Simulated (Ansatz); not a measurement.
Values for one crystal, relaxed and computed with r²SCAN+D4 in the plane-wave PAW code Ansatz; other levels are named.

| Property | Result |
|---|---|
| Volume per atom | 22.96 Å³ |
| Band gap | 1.23 eV (indirect) |
| Electron effective mass | 0.24, 0.39, 1.4 mₑ (principal values) |
| Gap with spin–orbit coupling | 1.23 eV |
| Conduction-band minimum | off the standard path, at k = (0.141, 0.203, -0.490) |
| Valence-band maximum | on the C2–Y2 line, 87 % of the way from C2 (k = 0.469, 0.471, 0.000) |
| Bulk modulus (Birch–Murnaghan fit) | 19.8 GPa |

**Question.** Pick the material that matches.
A) SiAs, C2/m (Pearson symbol mS24)
B) GaGeTe, R-3m (Ga on 6c, Ge on 6c, Te on 6c)
C) BN, P6_3/mmc (B on 2c, N on 2d)
D) SiH8N2F6, Fm-3m (Si on 4a, H on 32f, N on 8c, F on 24e)

**Answer.** A, SiAs, C2/m (Pearson symbol mS24)

The start of the workflow was typed in or built on a structure type; neither database checked (COD, Materials Project) lists it. Whether it is the stable phase at ambient conditions was not checked. The cell was relaxed with r²SCAN+D4 under the symmetry of its start; whether a distortion lowers the energy is not shown. Scalar-relativistic: spin–orbit coupling is off unless named, which matters more the heavier the elements.

Potentials: the later of the program's two PAW sets.
